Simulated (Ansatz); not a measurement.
Consider a crystal of Zn2SiN in space group P6/mmm (No. 191), with Zn on 2e; Si on 1a; N on 1b.

These are results of DFT PBE, scalar-relativistic, plane waves, PAW in Ansatz 0.2.0, not measurements. Cutoff 420 eV, Γ-centred mesh, Gaussian smearing, collinear spin.

The zero of energy is the elements' standard structures at the same level (N₂ as a molecule); no fitted shifts are applied.

Problem. Predict the relaxed structure.

Solution.

Space group P6/mmm (No. 191). a = 2.928 Å, b = 2.928 Å, c = 8.499 Å, α = 90.00°, β = 90.00°, γ = 120.00°
| atom | site | symmetry | x | y | z |
| --- | --- | --- | --- | --- | --- |
| Zn | 2e | 6mm | 0.0000 | 0.0000 | 0.2828 |
| Si | 1a | 6/mmm | 0.0000 | 0.0000 | 0.0000 |
| N | 1b | 6/mmm | 0.0000 | 0.0000 | 0.5000 |

Around Zn lie 1 N at 1.85 Å and 1 Si at 2.40 Å; Si is surrounded by 2 Zn at 2.40 Å and 6 Si at 2.93 Å; around N lie 2 Zn at 1.85 Å. Another local minimum with the same sites may exist.

Problem. Where does its energy lie, and is it a metal?

Solution. The energy over the elements is +0.95 eV/atom and the gap on the 18×18×6 mesh of the 4-atom cell is 0 eV (a metal). The net moment per atom is 0.30 μB and the moment by site is N 0.9 μB. It can't be a ground state, since the elements alone are lower.

The last run used collinear spin and Gaussian smearing of 0.10 eV. The magnetic state reached may not be the lowest. A structure relaxed within its symmetry needn't be a true minimum. Another cell of Zn2SiN relaxed alike but without spin, in P-4m2, lies 0.54 eV/atom lower, so this cell isn't the stable form at this level. Site moments count only spheres around the atoms; the net moment includes the space between them.
